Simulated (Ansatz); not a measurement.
AlNi$_{3}$ in space group Fm-3m (No. 225; Al on 4b, Ni on 8c, Ni on 4a) at seven volumes, LDA (plane waves, PAW; program Ansatz), scaled uniformly. One row is withheld.

```
V (Å³/atom)  P (GPa)
-----------  -------
9.649          25.52
9.968          15.55
10.286          7.11
10.604         -0.02
10.922         -6.07
11.240        -11.18
11.558             ?
```

### Question
Fit the shown pressures and predict the withheld one.

### Answer
Third-order Birch–Murnaghan: P = (3/2)B₀(x^(7/2) − x^(5/2))[1 + (3/4)(B′ − 4)(x − 1)] with x = (V₀/V)^(2/3). Least squares on the six rows gives V₀ = 10.603 Å³/atom, B₀ = 218.7 GPa, B′ = 4.51. At V = 11.558, x = 0.9441 and P = -15.54 GPa. The run itself gave -15.49 GPa.

The first step of the workflow began from a Materials Project structure, measured or hypothetical; the Crystallography Open Database copy checked does not list it. With Al and Ni taken as one species the cell has the higher symmetry Im-3m, so it may be an ordered model of a mixed-site phase. It is not the phase usual at ambient conditions (space group No. 221). The cell was relaxed with LDA under the symmetry of its start. At this level the phase is mechanically unstable. No spin polarisation was allowed.

Potentials: the later of the program's two PAW sets.
